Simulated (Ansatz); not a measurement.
BAs:
```
CELL_PARAMETERS angstrom
      3.45874     0.00000     0.00000
     -1.72937     2.99536     0.00000
      0.00000     0.00000     7.48163
ATOMIC_POSITIONS crystal
  B  0.50000 0.00000 0.50000
  B  0.00000 0.50000 0.16667
  B  0.50000 0.50000 0.83333
  As 0.50000 0.00000 0.00000
  As 0.00000 0.50000 0.66667
  As 0.50000 0.50000 0.33333
```

Relaxed with PBE. Special points in fractions of this cell's reciprocal vectors: Γ (0.000, 0.000, 0.000); M (0.500, 0.000, 0.000); K (0.333, 0.333, 0.000); A (0.000, 0.000, 0.500); L (0.500, 0.000, 0.500); H (0.333, 0.333, 0.500).

List the band energies nearest the valence-band maximum at these points for the program Ansatz at the PBE level (PAW).

In eV from the valence-band maximum; about four levels below and three above (degenerate sets whole), none deeper than 8.9 eV; points with the same levels are listed once.

```csv
k,below,above
Γ,-1.18 -1.18 -0.92 0.00,2.15 2.15 2.34
M,-4.03 -3.06 -2.71 -2.43,0.48 0.66 0.88
K,-5.46 -5.46 -3.39 -2.52 -2.52,0.61 2.33 2.33
A,-1.13 -1.11 -1.11 -0.68,1.96 2.51 2.62
L,-3.71 -3.46 -3.28 -2.89,1.79 2.19 2.60
H,-5.61 -5.61 -3.11 -2.64,2.70 3.53 3.53
```

Space group P6_222. The start of the workflow was typed in or built on a structure type; neither database checked (COD, Materials Project) lists it. It is not the phase usual at ambient conditions (space group No. 216). The cell was relaxed with PBE under the symmetry of its start; its stability against distortions is not shown here. Its formation energy is positive at this level, so the cell may be metastable or incomplete. Scalar-relativistic: spin–orbit coupling is off unless named, which matters more the heavier the elements.

Potentials: the later of the program's two PAW sets.
